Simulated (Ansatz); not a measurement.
# ZrCo3C2 single point

Input file of Ansatz 0.2.0:

```yaml
crystal:
  lattice:
    - [2.417764, 4.187689, 0.0]
    - [-2.417764, 4.187689, 0.0]
    - [0.0, 0.0, 3.02581]
  atoms:
    - { symbol: Zr, position: [0.0, 0.0, 0.0] }
    - { symbol: Co, position: [0.5, 0.5, 0.5] }
    - { symbol: Co, position: [0.5, 0.0, 0.5] }
    - { symbol: Co, position: [0.0, 0.5, 0.5] }
    - { symbol: C, position: [0.3333, 0.3334, 0.0] }
    - { symbol: C, position: [0.6666, 0.6667, 0.0] }
  symmetry: { tolerance: 0.0003 }
kpoints:
  mp_grid: { grid: [8, 8, 11], shift: [0, 0, 0] }
  band_path:
    path:
      - [0.0, 0.0, 0.0]
      - [0.49999998, -6.0e-08, 0.0]
      - [0.6666666, 0.33333324, 0.0]
      - [0.0, 0.0, 0.0]
      - [0.0, 0.0, 0.5]
      - [0.49999998, -6.0e-08, 0.5]
      - [0.6666666, 0.33333324, 0.5]
      - [0.0, 0.0, 0.5]
      - [0.49999998, -6.0e-08, 0.5]
      - [0.49999998, -6.0e-08, 0.0]
      - [0.6666666, 0.33333324, 0.5]
    npoints: 6
magnetization:
  spin_polarized: false
scf:
  occupations: { method: gaussian, width: 0.0871 }
  lower_state_search: "off"
  max_iter: 200
hamiltonian:
  pseudopotentials: { kind: paw }
  xc: r2scan
basis:
  ecutwfc: 500
  fft_grid_basis: typed
output:
  forces: true
  stress: true
  eigenvalues: true
  bader: true
  populations: true
  elf: true
  write_potential: true
  volumetric_format: npy
  dos:
    e_range: [-12, 8]
    de: 0.05
    projected: { site_lists: { C: [C], Co: [Co], Zr: [Zr] } }
checkpoint:
  read: saved_state
```

The saved state is an earlier solution for the same cell, perhaps on another mesh. 

Output (shortened):

```
SCF iter   1: F=-20092.8446 eV  Δρ=6.43e-3  dr2=1.70e-2  dr2_τ=1.21e-2
SCF iter   2: F=-20092.8523 eV  Δρ=4.59e-3  dr2=6.17e-3  dr2_τ=1.19e-3
SCF iter   3: F=-20092.8531 eV  Δρ=3.10e-3  dr2=4.73e-3  dr2_τ=5.12e-4
SCF iter   4: F=-20092.8566 eV  Δρ=6.76e-4  dr2=2.04e-4  dr2_τ=3.32e-5
SCF iter   5: F=-20092.8566 eV  Δρ=3.68e-4  dr2=6.03e-5  dr2_τ=6.81e-6
SCF iter   6: F=-20092.8567 eV  Δρ=7.54e-5  dr2=2.23e-6  dr2_τ=4.88e-7
SCF iter   7: F=-20092.8567 eV  Δρ=9.36e-5  dr2=3.98e-6  dr2_τ=6.70e-8
SCF iter   8: F=-20092.8567 eV  Δρ=6.32e-6  dr2=2.52e-8  dr2_τ=1.66e-9
Free energy (F): -20092.8567 eV
Harris-Foulkes:  -20092.8567 eV  (|F-HF|=2.45e-9)
Internal energy: -20092.8425 eV  (E = F + TS)
E sigma→0 (E₀):  -20092.8496 eV
Entropy (-TS):   -0.0141 eV (-2.354 meV/atom)
Fermi energy:    18.4119 eV
--- Per-component energies (eV) ---
  E_band       = -824.9940
  E_kinetic    = 1873.5978
  E_local      = -10470.6923  (includes V_loc(G=0)·N_el)
  E_nonlocal   = 1498.6420
  E_hartree    = 4429.2007
  E_xc         = -725.0212
  E_vxc        = -1034.0481  (∫ρ·V_xc dr)
  E_paw        = -7741.6357  (= ΣΔE_a)
  E_vpaw       = -1614.3911  (= ΣTr[D̂ρ^β])
  E_aug_tail   = 0.0001  (compensation charges beyond the density's cutoff)
  E_vtau       = 63.4889  (kinetic-family band-sum trace: ∫τ·v_τ [+ j·A + Jᵃ·Aᵃ] dr)
  E_ewald      = -8955.8340
  E_core_change = -1.0999  (= ΣΔE_core)
  E_smearing   = -0.0141  (= −TS)
--- Stress (GPa, compression-positive) ---
       -9.5820       0.0000       0.0000
        0.0000      -9.5820       0.0000
        0.0000       0.0000     -22.4273
  P = ⅓ Tr σ = -13.8638 GPa (-138.638 kbar)
--- Löwdin populations: 6 sites ---
  site symbol       q [e]
     0     Zr     11.5689
     1     Co     16.4176
     2     Co     16.4176
     3     Co     16.4176
     4      C      4.8361
     5      C      4.8361
  spilling = 0.0071 (of n_electrons = 71.0000)
```

Origin: a known structure type with other elements, at an estimated volume, so it need not be a known compound. Caveats: no spin polarisation, so a magnetic state may lie lower.
